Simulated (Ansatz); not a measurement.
Starting cell, CdS (zinc blende):

```
CELL_PARAMETERS angstrom
      0.00000     5.87780     5.87780
      2.93890     0.00000     2.93890
      2.93890     2.93890     0.00000
ATOMIC_POSITIONS crystal
  S  0.37500 0.75000 0.75000
  S  0.87500 0.75000 0.75000
  Cd 0.00000 0.00000 0.00000
  Cd 0.50000 0.00000 0.00000
```

The atoms are displaced by Q × the pattern below (from a DFPT mode at L = (0.5, 0.0, 0.0), largest move 1; Q in Å), at fixed cell. (q is in reciprocal vectors of the primitive cell; the cell shown is doubled to hold the pattern.)

| atom | x | y | z |
|---|---|---|---|
| S1 | 0.577 | -0.577 | -0.577 |
| S2 | -0.577 | 0.577 | 0.577 |
| Cd3 | -0.051 | 0.051 | 0.051 |
| Cd4 | 0.051 | -0.051 | -0.051 |

Method: r2SCAN (plane waves to 500 eV, PAW, scalar-relativistic; Ansatz, a first-principles code). k mesh 5×10×10 (Γ-centred), Fermi-Dirac smearing 0.05 eV. E stands for the smeared free energy. CdS was relaxed with its symmetry unable to fall. The zero of ΔE is the undisplaced structure.

```json
[
 {"Q (Å)": "-0.100", "ΔE (meV/cell)": "[?]", "−dE/dQ from forces (eV/Å)": "2.157"},
 {"Q (Å)": "-0.083", "ΔE (meV/cell)": "[?]", "−dE/dQ from forces (eV/Å)": "1.789"},
 {"Q (Å)": "-0.067", "ΔE (meV/cell)": "47.4", "−dE/dQ from forces (eV/Å)": "1.426"},
 {"Q (Å)": "-0.050", "ΔE (meV/cell)": "26.6", "−dE/dQ from forces (eV/Å)": "1.066"},
 {"Q (Å)": "-0.033", "ΔE (meV/cell)": "[?]", "−dE/dQ from forces (eV/Å)": "0.709"},
 {"Q (Å)": "-0.017", "ΔE (meV/cell)": "3.0", "−dE/dQ from forces (eV/Å)": "0.354"},
 {"Q (Å)": "0.000", "ΔE (meV/cell)": "0.0", "−dE/dQ from forces (eV/Å)": "0.000"},
 {"Q (Å)": "0.017", "ΔE (meV/cell)": "3.0", "−dE/dQ from forces (eV/Å)": "-0.354"},
 {"Q (Å)": "0.033", "ΔE (meV/cell)": "[?]", "−dE/dQ from forces (eV/Å)": "-0.709"},
 {"Q (Å)": "0.050", "ΔE (meV/cell)": "26.6", "−dE/dQ from forces (eV/Å)": "-1.066"},
 {"Q (Å)": "0.067", "ΔE (meV/cell)": "47.4", "−dE/dQ from forces (eV/Å)": "-1.426"},
 {"Q (Å)": "0.083", "ΔE (meV/cell)": "[?]", "−dE/dQ from forces (eV/Å)": "-1.789"},
 {"Q (Å)": "0.100", "ΔE (meV/cell)": "[?]", "−dE/dQ from forces (eV/Å)": "-2.157"}
]
```

**Question.** Some entries are withheld; supply them.

**Answer.** 
- -0.100, ΔE (meV/cell): 107.0
- -0.083, ΔE (meV/cell): 74.1
- -0.033, ΔE (meV/cell): 11.8
- 0.033, ΔE (meV/cell): 11.8
- 0.083, ΔE (meV/cell): 74.1
- 0.100, ΔE (meV/cell): 107.0

(A displaced cell: forces are minus the slopes of the energy, force constants its curvatures, and phonons follow from these.)
